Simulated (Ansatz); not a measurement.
Si (simple cubic, Pm-3m) at seven volumes, the program Ansatz at the r²SCAN level (PAW), scaled uniformly. One row is withheld.

```tsv
V (Å³/atom)	P (GPa)
14.620	11.86
15.102	7.33
15.584	3.40
16.066	0.01
16.548	-2.91
17.030	?
17.512	-7.52
```

Q: Fit the shown pressures and predict the withheld one.

A: P = (3/2)B₀(x^(7/2) − x^(5/2))[1 + (3/4)(B′ − 4)(x − 1)] with x = (V₀/V)^(2/3). Least squares on the six rows gives V₀ = 16.069 Å³/atom, B₀ = 104 GPa, B′ = 4.00. At V = 17.030, x = 0.9620 and P = -5.38 GPa. The run itself gave -5.44 GPa.

A made-up cell: these elements were put on the sites of a structure type; neither database checked (COD, Materials Project) lists it. It is not the phase usual at ambient conditions (space group No. 227). The r²SCAN relaxation kept the symmetry of its start; whether a distortion lowers the energy is not shown.

Potentials: the later of the program's two PAW sets.
